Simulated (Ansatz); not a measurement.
Ag$_{2}$S:
```
Ag2S
1.0
    2.32197    -3.38190     0.00000
    2.32197     3.38190     0.00000
    0.00000     0.00000     6.97601
Ag S
4 2
Cartesian
  2.32197   2.54844   5.23201
  2.32197  -2.54844   1.74400
  2.32197   0.00000   3.48801
  2.32197   0.00000   0.00000
  2.32197  -1.61813   5.23201
  2.32197   1.61813   1.74400
```

Cartesian axes are those of the cell as given.

Question: Give the high-frequency dielectric tensor and the Born effective charge tensors of the independent atoms from DFPT, plane-wave PAW LDA (Ansatz code).

Answer: 
ε∞:
```
13.6  0.00  0.00
0.00  11.9  0.00
0.00  0.00  10.3
```
Z* of atom 1 (Ag), rows: field, columns: displacement, in e:
```
1.33  0.00  0.00
0.00  0.97  0.00
0.00  0.00  0.60
```
Z* of atom 3 (Ag), rows: field, columns: displacement, in e:
```
 0.80   0.00   0.00
 0.00   0.86   0.02
 0.00  -0.21   1.04
```
Z* of atom 5 (S), rows: field, columns: displacement, in e:
```
-2.13   0.00   0.00
 0.00  -1.83   0.00
 0.00   0.00  -1.65
```

Space group Cmcm. The workflow started from a Materials Project entry (that database holds measured and hypothetical structures alike); the Crystallography Open Database copy checked does not list it. COD files the formula under space group No. 4, 14. Whether it is the stable phase at ambient conditions was not checked. Symmetry was held in the LDA relaxation; whether a distortion lowers the energy is not shown. The run is not spin-polarised. Spin–orbit coupling is left out wherever it is not named.

Potentials: the later of the program's two PAW sets.
